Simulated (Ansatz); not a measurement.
Rb2InAgCl6 in space group Fm-3m (No. 225; Rb on 8c, In on 4a, Ag on 4b, Cl on 24e), DFT-PBE in the program Ansatz with PAW potentials, all energies at zero smearing, with the estimated change up to a 700 eV cutoff added, with one set of potentials and settings (totals compare only within such a set). Cell of 10 atoms (2 Rb, 1 In, 1 Ag, 6 Cl): -26213.668 eV.

| element | reference phase | E (eV/atom) |
|---|---|---|
| Rb | Cmcm, 2 atoms in the cell | -3267.3525 |
| In | I4/mmm, 1 atoms in the cell | -5597.8481 |
| Ag | R-3m, 3 atoms in the cell | -7590.5531 |
| Cl | Cmce, 4 atoms in the cell | -1079.4982 |

Formation energy per atom, worked out: (-26213.668 − 2×(-3267.3525) − 1×(-5597.8481) − 1×(-7590.5531) − 6×(-1079.4982))/10 = -1.357 eV/atom (-131 kJ per mol of atoms), at 0 K, without zero-point energy or fitted corrections.

The workflow started from a Materials Project entry (that database holds measured and hypothetical structures alike); the Crystallography Open Database copy checked does not list it. Its standing as an ambient phase is unchecked. Symmetry was held in the PBE relaxation; its stability against distortions is not shown here. The run is not spin-polarised. The references are the lowest solids computed at this level, not always the standard phases (solids in place of the gases).

Potentials: the later of the program's two PAW sets.
